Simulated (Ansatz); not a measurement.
According to DFT-PBEsol in the program Ansatz with PAW potentials, SiO$_{2}$ in the trigonal phase (P3_121; O on 6c, Si on 3a) relaxes to a = 4.949 Å, c = 5.442 Å. O has 2 nearest neighbours from 1.62 Å (bent); Si has 4 nearest neighbours from 1.62 Å (tetrahedral). Its formation energy from the elements is -2.81 eV/atom, with no fitted shifts.

It is gapped at this level: 5.72 eV (indirect). The valence maximum lies at K and the conduction minimum at Γ. HSE06 on the same cell gives 7.67 eV. The electron mass is 0.50 mₑ (isotropic).

The bulk modulus is 319 kbar. The relaxed-ion elastic constants in GPa are C11 = 75.9, C12 = 4.6, C13 = 8.3, C14 = -17.7, C33 = 93.1, C44 = 53.2. The elastic constants imply a Debye temperature near 542 K. Perturbation theory gives ε∞ = 2.49 (xx = yy), 2.52 (zz). Born charges are O -1.68, Si +3.37 e.

The cell was relaxed with PBEsol under the symmetry of its start. The references are the lowest solids computed at this level, not always the standard phases (solids in place of the gases).

Potentials: the later of the program's two PAW sets.
